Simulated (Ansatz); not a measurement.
YN, in the lowest of the structures calculated here: Fm-3m (No. 225), cF8, rock salt type; a = 4.8955 Å, b = 4.8955 Å, c = 4.8955 Å, α = 90.00°, β = 90.00°, γ = 90.00°; N 4a (0.000, 0.000, 0.000); Y 4b (0.500, 0.500, 0.500). Level of theory: r2SCAN (plane waves to 500 eV, PAW, scalar-relativistic; Ansatz, a program for electronic structure). Element references, the lowest calculated here: Y (P6₃/mmc), N (Pa-3); gases are represented by their molecular solids.

### Question
What is the computed formation energy of this Fm-3m form of YN from the elements (r2SCAN)?

### Answer
-1.97 eV/atom.

Static energies, no anion corrections, no zero-point energy. Values are rounded to 0.01 eV/atom. The compounds carry no spin polarisation.
